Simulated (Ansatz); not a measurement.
Space group Pm-3m (No. 221). a = 4.141 Å, b = 4.141 Å, c = 4.141 Å, α = 90.00°, β = 90.00°, γ = 90.00°
```tsv
atom	site	symmetry	x	y	z
Zr	1a	m-3m	0.0000	0.0000	0.0000
Pb	1b	m-3m	0.5000	0.5000	0.5000
O	3d	4/mm.m	0.5000	0.0000	0.0000
```

Equation of state of this ZrPbO3 structure (not necessarily the ground state), with shape and atoms relaxed at each volume where symmetry leaves them free. All numbers below come from Ansatz 0.2.0, DFT PBEsol, scalar-relativistic, plane waves, PAW.

Cutoff 420 eV; k points 6×6×6 on the computed 5-atom cell (Γ-centred); Gaussian smearing, width 0.02 eV; no spin polarisation.

```json
{"V (Å³/atom)": "13.353", "E − E(largest V) (meV/atom)": "5.78", "P (GPa)": "12.00", "gap on mesh (eV)": "2.37"}
{"V (Å³/atom)": "13.779", "E − E(largest V) (meV/atom)": "-17.24", "P (GPa)": "5.52", "gap on mesh (eV)": "2.37"}
{"V (Å³/atom)": "14.205", "E − E(largest V) (meV/atom)": "-24.40", "P (GPa)": "0.00", "gap on mesh (eV)": "2.34"}
{"V (Å³/atom)": "14.631", "E − E(largest V) (meV/atom)": "-18.00", "P (GPa)": "-4.70", "gap on mesh (eV)": "2.25"}
{"V (Å³/atom)": "15.057", "E − E(largest V) (meV/atom)": "0.00", "P (GPa)": "-8.69", "gap on mesh (eV)": "2.17"}
```

Question: Fit a third-order Birch–Murnaghan equation to E(V).

Answer: V0 = 14.21 Å³/atom, B0 = 170 GPa, B0' = 4.2.

Spin-orbit coupling is left out, which matters for the bands of heavy elements.

Symmetry holds off the tilts and polar distortions that many cubic perovskites undergo.